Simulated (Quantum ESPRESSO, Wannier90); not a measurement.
**Wannier functions of ZrN (rock salt)**

```xyz
2
Lattice="0.0000 2.2943 2.2943 2.2943 0.0000 2.2943 2.2943 2.2943 0.0000" Properties=species:S:1:pos:R:3 pbc="T T T"
Zr     2.2943     2.2943     2.2943
N      0.0000     0.0000     0.0000
```

Materials Project entry mp-1352; symmetrised, unrelaxed at this level. COD (Crystallography Open Database) has an entry of this formula and space group (matched by these alone). Level: PBEsol, no spin polarisation, no spin-orbit coupling; pw.x of Quantum ESPRESSO at 68 Ry with PseudoDojo potentials, 12×12×12 k-points, Wannier90. Density: 12×12×12 mesh, cold smearing 0.01 Ry.

Band 5 is isolated and gives one Wannier function a cell (N2 2s 70 %, Zr1 4d 16 %, Zr1 5s 8 %; spread 1.16 Å²). Its on-site energy is ε = -14.854 eV relative to the Fermi level, and its hoppings t(R) = t(−R) to the nearer images are (images within this range that aren't listed have |t| under 5 meV):

| R (lattice vectors; −R alike) | distance (Å) | t (eV) |
|---|---|---|
| 0 0 1 | 3.24 | -0.034 |
| 0 1 -1 | 3.24 | -0.034 |
| 0 1 0 | 3.24 | -0.034 |
| 1 -1 0 | 3.24 | -0.034 |
| 1 0 -1 | 3.24 | -0.034 |
| 1 0 0 | 3.24 | -0.034 |
| 1 -1 -1 | 4.59 | -0.151 |
| 1 -1 1 | 4.59 | -0.151 |
| 1 1 -1 | 4.59 | -0.151 |

Question: Work out the band energy at Γ, X, U, K from these numbers.

Answer: For one orbital E(k) = ε + Σ_R 2 t(R) cos(2π k·R), the sum over the listed R.
- Γ, k = (0.000, 0.000, 0.000): E = -14.854 + (-0.034)·(12.00) + (-0.151)·(6.00) = -16.17 eV; pw.x: -16.16 eV
- X, k = (0.500, 0.000, 0.500): E = -14.854 + (-0.034)·(-4.00) + (-0.151)·(6.00) = -15.62 eV; pw.x: -15.61 eV
- U, k = (0.625, 0.250, 0.625): E = -14.854 + (-0.034)·(-3.66) + (-0.151)·(2.00) = -15.03 eV; pw.x: -15.05 eV
- K, k = (0.375, 0.375, 0.750): E = -14.854 + (-0.034)·(-3.66) + (-0.151)·(2.00) = -15.03 eV; pw.x: -15.05 eV

At these points the listed shells miss the plane-wave band by up to 0.02 eV, of a width of 2.24 eV on the path. With all its hoppings the model misses the band by 0.1 meV at worst on the whole path; the listed shells hold nearly all of the dispersion.
